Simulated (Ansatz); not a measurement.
An Ansatz (a quantum-chemistry and plane-wave program) run. Input:

Ansatz 0.2 input:
```yaml
crystal:
  lattice:
    - [-1.5606905477, 1.5606905477, 4.211263558]
    - [1.5606905477, -1.5606905477, 4.211263558]
    - [1.5606905477, 1.5606905477, -4.211263558]
  atoms:
    - { symbol: Al, position: [0.6590903973, 0.6590903973, 0.0] }
    - { symbol: Al, position: [0.3409096027, 0.3409096027, 0.0] }
    - { symbol: Ru, position: [0.0, 0.0, 0.0] }
kpoints:
  mp_grid: { grid: [18, 18, 18] }
hamiltonian:
  xc: pbesol
  pseudopotentials: { kind: paw }
scf:
  occupations: { method: fermi_dirac, width: 0.1 }
phonons:
  method: dfpt
  response_accuracy: low
  eigenvectors: true
  rigid_motions: translations
```

Output (shortened):

```
Pseudopotential: Al, paw, valence charge 3
Pseudopotential: Ru, paw, valence charge 16
Functional definition: PBEsol
Crystal: 3 atoms, lattice volume = 41.030 Å³
Basis set: ecut = 420 eV, 795 PW (Γ), exchange–correlation on 64×64×64 points (8 copies of the dense FFT grid, shifted against one another)
Bands: 15, of which v1, the nominal top of the filled ones, is band 11 counted from 1 (10 counted from 0)
Symmetry: 16 space group operations
k-points: 865 of 5832 (irreducible under 4 space group operations, time reversal used)
SCF iter   1: F=—  HF=-6867.584035 eV  |F-HF|=—  |Δ(HF+E_count)|=         —  Δρ=7.86e-3  dr2=3.20e-2  ethr=1.77e-3  ⟨swp⟩=5.2  Hψ=70276  notcnv=0
preconditioner: auto → Kerker (q_TF=auto, 2.459 Å⁻¹)
SCF iter   2: F=—  HF=-6867.579384 eV  |F-HF|=—  |Δ(HF+E_count)|=   4.65e-3  Δρ=3.37e-3  dr2=6.28e-3  ethr=1.45e-4  ⟨swp⟩=1.0  Hψ=19903  notcnv=0
SCF iter   3: F=—  HF=-6867.578210 eV  |F-HF|=—  |Δ(HF+E_count)|=   1.17e-3  Δρ=6.66e-4  dr2=1.93e-4  ethr=2.85e-5  ⟨swp⟩=2.4  Hψ=18975  notcnv=0
SCF iter   4: F=—  HF=-6867.578155 eV  |F-HF|=—  |Δ(HF+E_count)|=   5.51e-5  Δρ=1.02e-4  dr2=3.14e-6  ethr=8.76e-7  ⟨swp⟩=2.5  Hψ=21635  notcnv=0
SCF iter   5: F=—  HF=-6867.578155 eV  |F-HF|=—  |Δ(HF+E_count)|=   3.67e-7  Δρ=3.13e-5  dr2=4.40e-7  ethr=1.43e-8  ⟨swp⟩=2.1  Hψ=20350  notcnv=0
SCF iter   6: F=—  HF=-6867.578154 eV  |F-HF|=—  |Δ(HF+E_count)|=   3.81e-7  Δρ=5.51e-6  dr2=9.14e-9  ethr=2.00e-9  ⟨swp⟩=2.6  Hψ=21158  notcnv=0
SCF iter   7: F=—  HF=-6867.578154 eV  |F-HF|=—  |Δ(HF+E_count)|=   1.36e-9  Δρ=9.99e-7  dr2=3.66e-10  ethr=4.15e-11  ⟨swp⟩=2.6  Hψ=21914  notcnv=0
SCF iter   8: F=—  HF=-6867.578154 eV  |F-HF|=—  |Δ(HF+E_count)|=  1.33e-10  Δρ=2.17e-7  dr2=2.59e-11  ethr=1.66e-12  ⟨swp⟩=2.7  Hψ=22371  notcnv=0
SCF iter   9: F=-6867.578154 eV  HF=-6867.578154 eV  |F-HF|=1.82e-12  |Δ(HF+E_count)|=  3.64e-12  Δρ=2.92e-8  dr2=2.28e-13  ethr=1.00e-12  ⟨swp⟩=5.0  Hψ=49993  notcnv=0
the search or the solves at the SCF's close seem to have found levels that the self-consistency loop had missed (the run counts 1) …
SCF 1 converged in 9 iterations: F = -6867.578154 eV  dr2 = 2.28e-13
DFPT response loops at Γ: preconditioner auto → Kerker (q_TF=auto, 2.459 Å⁻¹) (partly filled bands, converged f_vac=0.000) …
phonon interpolation: 8 periodic images of 2 blocks of the force constants (a block to an ordered pair of atoms and a translation) lie up to 6.49e-3 Å farther …
SCF converged after 9 iterations
Free energy (F): -6867.578154 eV
Harris-Foulkes:  -6867.578154 eV  (|F-HF|=1.82e-12)
Internal energy: -6867.564321 eV  (E = F + TS)
E sigma→0 (E₀):  -6867.571237 eV
Entropy (-TS):   -0.013834 eV (-4.611 meV/atom)
Fermi energy:    13.991051 eV
--- Per-component energies (eV) ---
  E_band       = -144.976835
  E_kinetic    = 566.837612
  E_local      = -2142.463475  (includes V_loc(G=0)·N_el)
  E_nonlocal   = 366.074646
  E_hartree    = 798.061034
  E_xc         = -271.174221
  E_vxc        = -300.748922  (∫ρ·V_xc dr)
  E_paw        = -4309.892979  (= ΣΔE_a)
  E_vpaw       = -230.798588  (= ΣTr[D̂ρ^β])
  E_aug_tail   = -0.000194  (compensation charges beyond the density's cutoff)
  E_ewald      = -1875.298317
  E_core_change = 0.291574  (= ΣΔE_core)
  E_smearing   = -0.013834  (= −TS)
  E_closure    = 0.000000  (closes the sum)
  Σ components = -6867.578154   (vs F -6867.578154, Δ=0.00e0)
  [band-id]    e_kinetic+e_local+e_nonlocal+2·e_hartree+e_vxc+e_vpaw+e_augmentation_tail = -144.976855   (vs E_band -144.976835, Δ=-2.00e-5)
--- Band table (eV; the first three rows and the last of 865) ---
  k-point 0: bands = ["-58.4550", "-28.4991", "-28.4991", "-28.4282", "3.1207", "8.6122", "10.2163", "12.0518", "12.0518", "12.0970", "13.0926", "16.4761", "18.6887", "20.1363", "20.1363"]
  k-point 1: bands = ["-58.4544", "-28.5029", "-28.5026", "-28.4274", "3.2225", "8.7008", "10.2611", "11.5155", "11.9146", "12.7094", "12.9598", "16.4546", "18.3031", "19.5886", "19.9576"]
  k-point 2: bands = ["-58.4529", "-28.5139", "-28.5129", "-28.4251", "3.5241", "8.9556", "10.3964", "11.0593", "11.5449", "12.5796", "13.3689", "16.4105", "17.7480", "18.6262", "19.6065"]
  k-point 864: bands = ["-58.4549", "-28.4992", "-28.4992", "-28.4306", "4.9693", "5.6041", "10.0533", "11.4245", "12.4936", "12.4936", "13.1188", "17.1808", "17.1808", "20.3328", "20.5657"]
--- Phonons (Γ-DFPT): 4 representative perturbations + reference, on 865 of 5832 k-points (Σ response iterations 12) ---
  ASR residual: 8.520e-4 → 0.000e0 eV/Å²; symmetrization residual: 6.035e-5 eV/Å²
  ASR residual per site (eV/Å²): 6.55e-5 6.55e-5 8.52e-4
  Γ frequencies (cm⁻¹): 0.00 0.00 0.00 250.94 261.64 261.64 331.19 331.19 445.42
  non-analytic LO–TO correction: not included (Born effective charges unavailable; polar crystals: no LO–TO splitting at Γ)
```

Cost: about 4 core-minutes (a rough figure) on shared cores.

Space group I4/mmm (MoSi2 or CaC2 type). The workflow started from a Materials Project entry (that database holds measured and hypothetical structures alike); the Crystallography Open Database copy checked does not list it. With Al and Ru taken as one species the cell has the higher symmetry I4/mmm, so it may be an ordered model of a mixed-site phase. Whether it is the stable phase at ambient conditions was not checked. Symmetry was held in the PBEsol relaxation; of distortions, only those at the zone centre were tested. The run is not spin-polarised. As this level gives no gap, phonon frequencies hold no LO–TO term and depend on the k-mesh and smearing (Fermi–Dirac, 0.1 eV here). Scalar-relativistic: spin–orbit coupling is off unless named, which matters more the heavier the elements.

Potentials: the later of the program's two PAW sets.

Ansatz is a plane-wave DFT program.
